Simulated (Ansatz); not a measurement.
Structures of In2O3: which is lowest?

Plane-wave DFT in Ansatz with scalar-relativistic PAW potentials, cutoff 500 eV, Γ-centred meshes chosen by cell and gap, Gaussian smearing with energies taken to zero width. Every cell was relaxed (cell and atoms) in a run of its own, within the symmetry of its start. Functional: r2SCAN.

Relaxed structures (starts from databases or built by putting these elements on another compound's sites):
A. R-3c, 10 atoms in the computed cell, a = 5.508 Å, c = 14.560 Å; sites (symmetry × multiplicity) In 3. × 12, O .2 × 18; start: database
B. P-3m1, 5 atoms in the computed cell, a = 3.421 Å, c = 6.094 Å; sites (symmetry × multiplicity) In 3m. × 2, O -3m. × 1 + 3m. × 2; start: built

Rank them by energy. Could pressure change the order?

| structure | group | E − E(lowest) (meV/atom) | V (Å³/atom) | gap on mesh (eV) |
| --- | --- | --- | --- | --- |
| A | R-3c | 0.0 | 12.75 | 1.80 |
| B | P-3m1 | 148 | 12.35 | 1.31 |

A is lowest, 148 meV/atom under B. B is denser by 0.40 Å³/atom, so pressure favours it: ΔE/ΔV, with ΔE in eV and 1 eV/Å³ = 160.2 GPa, gives about 59 GPa for equal enthalpy if both cells were rigid; at such pressures compression changes ΔV much, so this is a scale only. Other structures may lie lower than all of these, and vibrations aren't counted.